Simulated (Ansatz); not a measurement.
Hf3Rh5:
```cif
data_Hf6Rh10
_chemical_formula_sum 'Rh10 Hf6'
_space_group_name_H-M_alt 'P 1'
_space_group_IT_number 1
_cell_length_a 5.54411
_cell_length_b 10.80387
_cell_length_c 4.23139
_cell_angle_alpha 90.000
_cell_angle_beta 90.000
_cell_angle_gamma 90.000
loop_
_space_group_symop_operation_xyz
  'x, y, z'
loop_
_atom_site_label
_atom_site_type_symbol
_atom_site_fract_x
_atom_site_fract_y
_atom_site_fract_z
_atom_site_occupancy
Rh1 Rh 0.31508 0.39224 0.50000 1
Rh2 Rh 0.68492 0.60776 0.50000 1
Rh3 Rh 0.81508 0.10776 0.50000 1
Rh4 Rh 0.18492 0.89224 0.50000 1
Hf1 Hf 0.00000 0.00000 0.00000 1
Hf2 Hf 0.50000 0.50000 0.00000 1
Hf3 Hf 0.34001 0.14534 0.50000 1
Hf4 Hf 0.65999 0.85466 0.50000 1
Hf5 Hf 0.84001 0.35466 0.50000 1
Hf6 Hf 0.15999 0.64534 0.50000 1
Rh5 Rh 0.00000 0.50000 0.00000 1
Rh6 Rh 0.50000 0.00000 0.00000 1
Rh7 Rh 0.09546 0.24379 0.00000 1
Rh8 Rh 0.90454 0.75621 0.00000 1
Rh9 Rh 0.59546 0.25621 0.00000 1
Rh10 Rh 0.40454 0.74379 0.00000 1
```

Relaxed with PBEsol.

Q: Tabulate the valence density and the electron localisation function along the shortest Rh–Hf contact (2.62 Å), the program Ansatz at the PBEsol level (PAW).

A: 

```tsv
distance from Rh (Å)	density (e/Å³)	ELF
0.26	12.32	0.77
0.39	9.53	0.75
0.52	6.59	0.70
0.66	4.06	0.62
0.79	2.19	0.51
0.92	1.12	0.41
1.05	0.69	0.35
1.18	0.50	0.32
1.31	0.42	0.27
1.44	0.44	0.20
1.57	0.62	0.22
1.71	1.20	0.36
1.84	2.64	0.59
1.97	5.64	0.76
2.10	10.85	0.83
2.23	18.23	0.85
2.36	26.43	0.83
```

The density is the valence pseudo-density with augmentation charge, so density and ELF within about 1 Å of a nucleus are not all-electron values.

Space group Pbam. The workflow started from an entry of the Crystallography Open Database (COD). Whether it is the stable phase at ambient conditions was not checked. The cell was relaxed with PBEsol under the symmetry of its start; whether a distortion lowers the energy is not shown. The run is not spin-polarised. Scalar-relativistic: spin–orbit coupling is off unless named, which matters more the heavier the elements.

Potentials: the later of the program's two PAW sets.
